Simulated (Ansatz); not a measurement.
Zr in space group P6/mmm (No. 191; Zr on 1a, Zr on 2d) at seven volumes, DFT-r²SCAN in the program Ansatz with PAW potentials, shape and atoms relaxed at each. One row is withheld.

```json
[
 {"V (Å³/atom)": "21.057", "P (GPa)": "10.74"},
 {"V (Å³/atom)": "21.752", "P (GPa)": "6.66"},
 {"V (Å³/atom)": "22.446", "P (GPa)": "3.11"},
 {"V (Å³/atom)": "23.140", "P (GPa)": "0.00"},
 {"V (Å³/atom)": "23.834", "P (GPa)": "-2.73"},
 {"V (Å³/atom)": "24.528", "P (GPa)": "-5.13"},
 {"V (Å³/atom)": "25.223", "P (GPa)": "?"}
]
```

Q: Fit the shown pressures and predict the withheld one.

A: P = (3/2)B₀(x^(7/2) − x^(5/2))[1 + (3/4)(B′ − 4)(x − 1)] with x = (V₀/V)^(2/3). Least squares on the six rows gives V₀ = 23.139 Å³/atom, B₀ = 97.1 GPa, B′ = 3.40. At V = 25.223, x = 0.9441 and P = -7.23 GPa. The run itself gave -7.23 GPa.

This is a known high-pressure phase of the composition, computed here at zero pressure and temperature. The r²SCAN relaxation kept the symmetry of its start; its stability against distortions is not shown here. No spin polarisation was allowed.

Potentials: the earlier of the program's two PAW sets.
